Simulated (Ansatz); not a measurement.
Sc (hcp, Mg type)

```
Sc
1.0
    3.31943     0.00000     0.00000
   -1.65971     2.87471     0.00000
    0.00000     0.00000     5.16637
Sc
2
Cartesian
  0.00000   1.91647   3.87478
  1.65971   0.95824   1.29159
```

The volume is varied about the relaxed value V₀ at fixed cell shape. Symmetry pins the atoms to their sites.

Calculation: PBE (plane waves to 420 eV, PAW, scalar-relativistic; Ansatz, a program for electronic structure). k mesh 16×16×9 (Γ-centred), Fermi-Dirac smearing 0.05 eV. Stress and pressure are positive under compression. Sc is run without spin polarisation. Sc was relaxed with its symmetry unable to fall.

At one point of the scan the stress tensor (GPa) is:

```
    3.0      0.0      0.0
    0.0      3.0      0.0
    0.0      0.0      2.8
```

### Question
Which point is it?
A. V/V₀ = 0.940
B. V/V₀ = 0.976
C. V/V₀ = 0.988
D. V/V₀ = 0.952

### Answer
D, V/V₀ = 0.952

(A scan under strain: stresses follow from slopes of the energy per volume, elastic moduli from its curvatures.)
